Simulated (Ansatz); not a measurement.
**A crystal of cell content CH2I2 at more than one level of theory**

Plane-wave PAW calculations in Ansatz, scalar-relativistic unless spin-orbit coupling is named; Γ-centred meshes, relaxations with the symmetry kept. Pressure is positive in compression. No spin polarisation at the first level.

Plane waves to 420 eV, a k mesh through Γ of 6×6×6 on the computed 5-atom cell and Gaussian smearing (0.02 eV); no spin polarisation.

Structure relaxed with PBE+D3(BJ):

```yaml
crystal:
  lattice:
    - [0.00000, 6.39999, 2.33566]
    - [3.59943, 0.00000, 2.33566]
    - [3.59943, 6.39999, 0.00000]
  atoms:
    - { symbol: H, position: [0.73680, 0.98883, 0.26320] }
    - { symbol: H, position: [0.98883, 0.73680, 0.01117] }
    - { symbol: C, position: [0.99295, 0.99295, 0.00705] }
    - { symbol: I, position: [0.38855, 0.10889, 0.89111] }
    - { symbol: I, position: [0.10889, 0.38855, 0.61145] }
```

```
     level cell cutoff (eV) k mesh primitive cell V (Å³/atom) P (GPa; residual where relaxed) gap on mesh (eV)
PBE+D3(BJ) relaxed          420   6×6×6  a = 6.81 Å, b = 4.29 Å, c = 7.34 Å, α = 65.72°, β = 35.04°, γ = 79.24°         21.5                             0.00              2.69
    r2SCAN  relaxed          500   6×6×6  a = 7.00 Å, b = 4.46 Å, c = 7.57 Å, α = 65.31°, β = 35.39°, γ = 79.30°         23.8                             0.01              3.21
```

Spin-orbit coupling is left out.

Cost: 2 runs of about 4.8 core-minutes in all, on Arm Neoverse V2 (shared hosts).